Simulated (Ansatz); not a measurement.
According to the program Ansatz at the r²SCAN level (PAW), Rh in the diamond structure (Fd-3m) relaxes to a = 5.460 Å. Rh has 4 nearest neighbours from 2.36 Å (tetrahedral).

Electronic character: metallic (no gap). Gap from r²SCAN with spin–orbit coupling: none (metallic). The magnetic state found is non-magnetic (starting moments vanished).

An equation-of-state fit gives a bulk modulus of 145 GPa. The relaxed-ion elastic constants in GPa are C11 = 132, C12 = 151, C44 = 5.4.

The start of the workflow was typed in or built on a structure type; neither database checked (COD, Materials Project) lists it. It is not the phase usual at ambient conditions (space group No. 225). The r²SCAN relaxation kept the symmetry of its start. At this level the phase is mechanically unstable. The workflow began spin-polarised and lost its moments. As this level gives no gap, shear constants depend on the k-mesh and smearing (Fermi–Dirac, 0.1 eV here). Scalar-relativistic: spin–orbit coupling is off unless named, which matters more the heavier the elements.

Potentials: the earlier of the program's two PAW sets.
